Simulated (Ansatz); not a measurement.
MgO (rock salt, Fm-3m), the program Ansatz at the LDA level (PAW): ε∞ = 3.18, cell volume 17.99 Å³. Infrared-active transverse modes:

```
ω_TO (cm⁻¹)  oscillator strength S_xx (e²/amu)
-----------  ---------------------------------
408.4                                   0.4010
```

**Question.** Compute the static dielectric constant.

**Answer.** Each mode adds (4.921e7/V) S/ω²: 6.58. So ε0 = 9.76.

**Question.** What LO frequency does the Lyddane–Sachs–Teller relation give?

**Answer.** ω_LO = ω_TO √(ε0/ε∞) = 715 cm⁻¹.

The cell was relaxed with LDA under the symmetry of its start; phonons on a q-mesh show no instability. The volume moved by -42 % from the start of the relaxation.

Potentials: the later of the program's two PAW sets.
